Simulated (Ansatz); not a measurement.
VCu$_{3}$S$_{4}$:
```
VCu3S4
1.0
    5.24311     0.00000     0.00000
    0.00000     5.24311     0.00000
    0.00000     0.00000     5.24311
V Cu S
1 3 4
Cartesian
  0.00000   0.00000   0.00000
  0.00000   2.62155   0.00000
  2.62155   0.00000   0.00000
  0.00000   0.00000   2.62155
  3.97955   1.26356   3.97955
  1.26356   1.26356   1.26356
  1.26356   3.97955   3.97955
  3.97955   3.97955   1.26356
```

x, y and z are the axes in which the lattice vectors are written.

Question: Give the proper piezoelectric stress tensor with relaxed ions from LDA in the plane-wave PAW code Ansatz.

Answer: In C/m², rows x, y, z, Voigt columns; mesh uncertainty up to 0.00.
```
0.00  0.00  0.00  0.13  0.00  0.00
0.00  0.00  0.00  0.00  0.13  0.00
0.00  0.00  0.00  0.00  0.00  0.13
```

The elastic tensor of the same run (GPa):

|  | 1 | 2 | 3 | 4 | 5 | 6 |
|---|---|---|---|---|---|---|
| 1 | 118 | 24.0 | 24.0 | 0.0 | 0.0 | 0.0 |
| 2 | 24.0 | 118 | 24.0 | 0.0 | 0.0 | 0.0 |
| 3 | 24.0 | 24.0 | 118 | 0.0 | 0.0 | 0.0 |
| 4 | 0.0 | 0.0 | 0.0 | 23.2 | 0.0 | 0.0 |
| 5 | 0.0 | 0.0 | 0.0 | 0.0 | 23.2 | 0.0 |
| 6 | 0.0 | 0.0 | 0.0 | 0.0 | 0.0 | 23.2 |

Question: Convert to strain constants d = e·S.

Answer: In pC/N:
```
0.0  0.0  0.0  5.7  0.0  0.0
0.0  0.0  0.0  0.0  5.7  0.0
0.0  0.0  0.0  0.0  0.0  5.7
```

Space group P-43m. The first step of the workflow began from a Materials Project structure, measured or hypothetical; the Crystallography Open Database files this formula in space group No. 215, but the cells were not matched. Whether it is the stable phase at ambient conditions was not checked. The LDA relaxation kept the symmetry of its start; phonons on a q-mesh show no instability. The run is not spin-polarised.

Potentials: the later of the program's two PAW sets.
